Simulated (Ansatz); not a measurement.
An Ansatz (a program for electronic structure) run. Input:

Ansatz 0.2 input:
```yaml
crystal:
  lattice:
    - [4.6319935579, 0.0, 0.0]
    - [-2.3159967789, 4.0114240913, 0.0]
    - [0.0, 0.0, 7.5952783862]
  atoms:
    - { symbol: Cd, position: [0.3333333333, 0.6666666667, 0.0002865943] }
    - { symbol: Cd, position: [0.6666666667, 0.3333333333, 0.5002865943] }
    - { symbol: Te, position: [0.3333333333, 0.6666666667, 0.3747134057] }
    - { symbol: Te, position: [0.6666666667, 0.3333333333, 0.8747134057] }
kpoints:
  mp_grid: { grid: [6, 6, 3] }
  band_path:
    path:
      - [[0.0, 0.0, 0.0], [0.5, 0.0, 0.0], [0.3333333333, 0.3333333333, 0.0], [0.0, 0.0, 0.0], [0.0, 0.0, 0.5], [0.5, 0.0, 0.5], [0.3333333333, 0.3333333333, 0.5], [0.0, 0.0, 0.5]]  # Γ-M-K-Γ-A-L-H-A
      - [[0.5, 0.0, 0.5], [0.5, 0.0, 0.0]]  # L-M
      - [[0.3333333333, 0.3333333333, 0.5], [0.3333333333, 0.3333333333, 0.0]]  # H-K
      - [VBM, CBM]
    npoints: 8
hamiltonian:
  xc: r2scan
  pseudopotentials: { kind: paw }
magnetization: { noncollinear: true, spin_orbit: true }
scf:
  n_extra_bands: 12
  convergence: { dr2_threshold: 0.0000000001 }
  occupations: { method: gaussian, width: 0.01 }
checkpoint: { write: soc.run }
output: { eigenvalues: true }
```

Output (shortened):

```
Pseudopotentials: kind: paw_fr
Pseudopotential: Cd, paw_fr, valence charge 20
Pseudopotential: Te, paw_fr, valence charge 16
Functional definition: r2SCAN
non-collinear run that drives no moment, with spin-orbit …
Crystal: 4 atoms, lattice volume = 141.127 Å³
Basis set: ecut = 500 eV, 3633 PW (Γ), exchange–correlation on 144×144×240 points (64 copies of the dense FFT grid, shifted against one another)
Bands: 84, of which v1, the nominal top of the filled ones, is band 72 counted from 1 (71 counted from 0)
Symmetry: 12 space group operations + 12 with time reversal
k-points: 14 of 108 (time reversal used)
Projection manifold: j_resolved (fully-relativistic pseudo-atomic orbitals)
PAW frozen core: Cd, regenerated for the run's functional
PAW frozen core: Te, regenerated for the run's functional
Initial density: superposition of atomic densities (chi_scale 0.1, normalization cell, long waves kept (reshape's long-wave potential 0.00 eV rms))
Initial wavefunctions: pseudopotential atomic-orbital guess
Eigensolver: davidson
Functional: x = r2scan, c = r2scan; τ floored in thin density (d = 2e-4 eV/Å³)
iter 1 solved again at ethr=7.68e-4 eV; its pass at ethr=3.10e-3 eV (dr2=5.53e-1 eV) is discarded
SCF iter   1: F=—  HF=-30489.228850 eV  |F-HF|=—  |Δ(HF+E_count)|=         —  Δρ=2.41e-2  dr2=5.55e-1  dr2_τ=3.13e-3  dr2_m=0.00e0 (ungated)  ethr=7.68e-4  |M|=0.00e0 ∫|m|=0.00e0 μB  |m|>n=0.0e0 m-floor=0.0e0 τ_xc=0.0e0  β_m=0.30  ⟨swp⟩=1.6  Hψ=7460  notcnv=0
all-band conjugate gradients solve this SCF's bands
preconditioner: auto → Resta (q_TF=auto, 2.439 Å⁻¹)
spin=Noncollinear: Resta preconditioning applied to the charge; magnetization (m_x, m_y, m_z) channels mix plain (no charge-response kernel on spin).
SCF iter   2: F=—  HF=-30489.266242 eV  |F-HF|=—  |Δ(HF+E_count)|=   3.74e-2  Δρ=1.64e-2  dr2=2.59e-1  dr2_τ=4.57e-3  dr2_m=0.00e0 (ungated)  ethr=7.68e-4  |M|=0.00e0 ∫|m|=0.00e0 μB  |m|>n=0.0e0 m-floor=0.0e0 τ_xc=0.0e0  β_m=0.58  ⟨swp⟩=2.1  Hψ=1346  notcnv=0
SCF iter   3: F=—  HF=-30489.309592 eV  |F-HF|=—  |Δ(HF+E_count)|=   4.34e-2  Δρ=3.89e-3  dr2=2.04e-2  dr2_τ=1.46e-4  dr2_m=0.00e0 (ungated)  ethr=3.59e-4  |M|=0.00e0 ∫|m|=0.00e0 μB  |m|>n=0.0e0 m-floor=0.0e0 τ_xc=0.0e0  β_m=0.76  ⟨swp⟩=3.8  Hψ=2593  notcnv=0  defer=74
SCF iter   4: F=—  HF=-30489.315007 eV  |F-HF|=—  |Δ(HF+E_count)|=   5.42e-3  Δρ=5.93e-4  dr2=5.46e-4  dr2_τ=6.38e-6  dr2_m=0.00e0 (ungated)  ethr=2.84e-5  |M|=0.00e0 ∫|m|=0.00e0 μB  |m|>n=0.0e0 m-floor=0.0e0 τ_xc=0.0e0  β_m=0.80  ⟨swp⟩=3.0  Hψ=1762  notcnv=0  defer=82
SCF iter   5: F=—  HF=-30489.315339 eV  |F-HF|=—  |Δ(HF+E_count)|=   3.32e-4  Δρ=2.57e-4  dr2=1.13e-4  dr2_τ=8.38e-7  dr2_m=0.00e0 (ungated)  ethr=7.58e-7  |M|=0.00e0 ∫|m|=0.00e0 μB  |m|>n=0.0e0 m-floor=0.0e0 τ_xc=0.0e0  β_m=0.90  ⟨swp⟩=2.0  Hψ=1964  notcnv=0  defer=82
SCF iter   6: F=—  HF=-30489.315419 eV  |F-HF|=—  |Δ(HF+E_count)|=   8.02e-5  Δρ=9.29e-5  dr2=1.01e-5  dr2_τ=1.37e-7  dr2_m=0.00e0 (ungated)  ethr=1.57e-7  |M|=0.00e0 ∫|m|=0.00e0 μB  |m|>n=0.0e0 m-floor=0.0e0 τ_xc=0.0e0  β_m=0.90  ⟨swp⟩=2.0  Hψ=1620  notcnv=0  defer=82
SCF iter   7: F=—  HF=-30489.315414 eV  |F-HF|=—  |Δ(HF+E_count)|=   4.85e-6  Δρ=1.98e-5  dr2=7.67e-7  dr2_τ=3.88e-9  dr2_m=0.00e0 (ungated)  ethr=1.40e-8  |M|=0.00e0 ∫|m|=0.00e0 μB  |m|>n=0.0e0 m-floor=0.0e0 τ_xc=0.0e0  β_m=0.95  ⟨swp⟩=2.0  Hψ=2046  notcnv=0  defer=82
SCF iter   8: F=—  HF=-30489.315373 eV  |F-HF|=—  |Δ(HF+E_count)|=   4.16e-5  Δρ=3.45e-6  dr2=1.95e-8  dr2_τ=2.11e-10  dr2_m=0.00e0 (ungated)  ethr=1.07e-9  |M|=0.00e0 ∫|m|=0.00e0 μB  |m|>n=0.0e0 m-floor=0.0e0 τ_xc=0.0e0  β_m=0.98  ⟨swp⟩=2.0  Hψ=1577  notcnv=0  defer=82
SCF iter  10: F=-30489.315373 eV  HF=-30489.315373 eV  |F-HF|=2.55e-11  |Δ(HF+E_count)|=  3.13e-10  Δρ=1.57e-7  dr2=4.04e-11  dr2_τ=2.53e-13  dr2_m=0.00e0 (ungated)  ethr=1.00e-12  |M|=0.00e0 ∫|m|=0.00e0 μB  |m|>n=0.0e0 m-floor=0.0e0 τ_xc=0.0e0  ⟨swp⟩=7.3  Hψ=4724  notcnv=0
SCF 1 converged in 10 iterations: F = -30489.315373 eV  dr2 = 4.04e-11
NSCF: frozen V_eff on 28 k-points
NSCF: frozen V_eff on 28 k-points
NSCF: frozen V_eff on 3 k-points
NSCF: frozen V_eff on 3 k-points
NSCF: frozen V_eff on 3 k-points
NSCF: frozen V_eff on 3 k-points
NSCF: frozen V_eff on 3 k-points
NSCF: frozen V_eff on 3 k-points
NSCF: frozen V_eff on 84 k-points
SCF converged after 10 iterations
Magnetization: |M| = 0.0000 μB,  M = (+0.0000, +0.0000, +0.0000) μB
Absolute magnetization: 0.0000 μB (∫|m|)
  site 0: m = (+0.0000, +0.0000, +0.0000) μB, |m| = 0.0000 μB  (R = 1.17 Å)
  site 1: m = (+0.0000, +0.0000, +0.0000) μB, |m| = 0.0000 μB  (R = 1.17 Å)
  site 2: m = (+0.0000, +0.0000, +0.0000) μB, |m| = 0.0000 μB  (R = 1.17 Å)
  site 3: m = (+0.0000, +0.0000, +0.0000) μB, |m| = 0.0000 μB  (R = 1.17 Å)
Free energy (F): -30489.315373 eV
Harris-Foulkes:  -30489.315373 eV  (|F-HF|=2.55e-11)
Internal energy: -30489.315373 eV  (E = F + TS)
E sigma→0 (E₀):  -30489.315373 eV
Fermi energy:    7.466865 eV
--- Per-component energies (eV) ---
  E_band       = -1684.610553
  E_kinetic    = 1371.285816
  E_local      = -11020.824198  (includes V_loc(G=0)·N_el)
  E_nonlocal   = -554.064795
  E_hartree    = 5545.494039
  E_xc         = -566.857505
  E_vxc        = -715.050328  (∫ρ·V_xc dr)
  E_paw        = -17545.469303  (= ΣΔE_a)
  E_vpaw       = -1905.439339  (= ΣTr[D̂ρ^β])
  E_aug_tail   = -0.000065  (compensation charges beyond the density's cutoff)
  E_vtau       = 48.493878  (kinetic-family band-sum trace: ∫τ·v_τ [+ j·A + Jᵃ·Aᵃ] dr)
  E_ewald      = -7718.343877
  E_core_change = -0.535485  (= ΣΔE_core)
  E_smearing   =  0.000000  (= −TS)
  E_closure    =  0.000000  (closes the sum)
  Σ components = -30489.315373   (vs F -30489.315373, Δ=0.00e0)
  [band-id]    e_kinetic+e_local+e_nonlocal+2·e_hartree+e_vxc+e_vpaw+e_augmentation_tail+e_vtau = -1684.610953   (vs E_band -1684.610553, Δ=-4.00e-4)
--- Band table (eV; the first three rows and the last of 14) ---
  k-point 0: bands = ["-98.1183", "-98.1183", "-98.1183", "-98.1183", "-62.2599", "-62.2599", "-62.2599", "-62.2599", "-56.5332", "-56.5332", "-56.5332", "-56.5332", "-56.5332", "-56.5332", "-56.5332", "-56.5332", "-30.8060", "-30.8060", "-30.8058", "-30.8058", "-30.8042", "-30.8042", "-30.8041", "-30.8041", "-29.3446", "-29.3446", "-29.3445", "-29.3445", "-29.3384", "-29.3384", "-29.3380", "-29.3380", "-29.3376", "-29.3376", "-29.3375", "-29.3375", "-4.5910", "-4.5910", "-4.2219", "-4.2219", "-2.0926", "-2.0926", "-2.0839", "-2.0839", "-2.0631", "-2.0631", "-1.8325", "-1.8325", "-1.5214", "-1.5214", "-1.4267", "-1.4267", "-1.3386", "-1.3386", "-1.3344", "-1.3344", "-1.2685", "-1.2685", "-1.0000", "-1.0000", "2.4068", "2.4068", "5.7033", "5.7033", "6.1349", "6.1349", "6.2111", "6.2111", "6.9480", "6.9480", "6.9922", "6.9922", "7.9415", "7.9415", "8.7600", "8.7600", "11.5445", "11.5445", "11.8173", "11.8173", "12.0034", "12.0034", "12.7877", "12.7877"]
  k-point 1: bands = ["-98.1183", "-98.1183", "-98.1183", "-98.1183", "-62.2599", "-62.2599", "-62.2599", "-62.2599", "-56.5332", "-56.5332", "-56.5332", "-56.5332", "-56.5332", "-56.5332", "-56.5332", "-56.5332", "-30.8060", "-30.8060", "-30.8059", "-30.8059", "-30.8041", "-30.8041", "-30.8041", "-30.8041", "-29.3446", "-29.3446", "-29.3445", "-29.3445", "-29.3383", "-29.3383", "-29.3381", "-29.3381", "-29.3376", "-29.3376", "-29.3375", "-29.3375", "-4.4947", "-4.4947", "-4.3089", "-4.3089", "-2.0858", "-2.0858", "-2.0710", "-2.0710", "-2.0340", "-2.0340", "-1.9050", "-1.9050", "-1.4901", "-1.4901", "-1.4359", "-1.4359", "-1.3192", "-1.3192", "-1.3177", "-1.3177", "-1.2848", "-1.2848", "-1.1844", "-1.1844", "3.2249", "3.2249", "4.9843", "4.9843", "5.8745", "5.8745", "6.2771", "6.2771", "6.3884", "6.3884", "6.7768", "6.7768", "8.9733", "8.9733", "9.0707", "9.0707", "11.6988", "11.6988", "11.8656", "11.8656", "12.0055", "12.0055", "12.3701", "12.3701"]
  k-point 2: bands = ["-98.1183", "-98.1183", "-98.1183", "-98.1183", "-62.2599", "-62.2599", "-62.2599", "-62.2599", "-56.5332", "-56.5332", "-56.5332", "-56.5332", "-56.5332", "-56.5332", "-56.5332", "-56.5332", "-30.8060", "-30.8059", "-30.8058", "-30.8058", "-30.8041", "-30.8041", "-30.8040", "-30.8040", "-29.3446", "-29.3445", "-29.3445", "-29.3444", "-29.3383", "-29.3383", "-29.3381", "-29.3380", "-29.3376", "-29.3375", "-29.3374", "-29.3374", "-4.5069", "-4.5059", "-4.1954", "-4.1778", "-2.0931", "-2.0725", "-2.0622", "-2.0457", "-2.0336", "-2.0268", "-1.9095", "-1.7328", "-1.4884", "-1.4861", "-1.4228", "-1.3917", "-1.3390", "-1.3273", "-1.3228", "-1.3183", "-1.2706", "-1.2694", "-1.0130", "-0.9111", "2.4801", "2.5914", "4.8047", "4.9607", "5.2480", "5.3010", "5.6952", "5.7322", "6.2722", "6.2962", "6.7314", "6.7459", "9.0159", "9.0473", "9.5652", "9.6869", "11.2751", "11.3272", "11.9923", "12.0172", "12.1784", "12.1815", "12.8540", "12.8743"]
  k-point 13: bands = ["-98.1183", "-98.1183", "-98.1183", "-98.1183", "-62.2599", "-62.2599", "-62.2599", "-62.2599", "-56.5333", "-56.5333", "-56.5333", "-56.5333", "-56.5332", "-56.5332", "-56.5332", "-56.5332", "-30.8059", "-30.8059", "-30.8058", "-30.8058", "-30.8040", "-30.8040", "-30.8039", "-30.8039", "-29.3445", "-29.3443", "-29.3443", "-29.3443", "-29.3383", "-29.3383", "-29.3382", "-29.3382", "-29.3373", "-29.3373", "-29.3373", "-29.3372", "-4.1461", "-4.1461", "-4.1332", "-4.1179", "-2.0512", "-2.0512", "-1.9928", "-1.9928", "-1.9561", "-1.8722", "-1.7429", "-1.7429", "-1.3883", "-1.3883", "-1.3442", "-1.3353", "-1.3170", "-1.3170", "-1.2686", "-1.2686", "-0.9546", "-0.9546", "-0.8669", "-0.8011", "2.4950", "2.5757", "2.7369", "2.7369", "3.9932", "3.9932", "4.6538", "4.6538", "5.2954", "5.4165", "5.4968", "5.4968", "10.1396", "10.3153", "10.3591", "10.3591", "11.2139", "11.2139", "12.6130", "12.7150", "12.8549", "12.8549", "12.9442", "12.9442"]
  band table: 84 of 84 bands, residual norms ≤ 1.0e-3 eV
```

Cost: roughly 9 core-minutes on shared cores.

Space group P6_3mc (wurtzite). The first step of the workflow began from a Materials Project structure, measured or hypothetical; the Crystallography Open Database copy checked does not list it. It is not the phase usual at ambient conditions (space group No. 216). Symmetry was held in the r²SCAN relaxation; its stability against distortions is not shown here.

Potentials: the later of the program's two PAW sets.

Ansatz is a plane-wave DFT program.
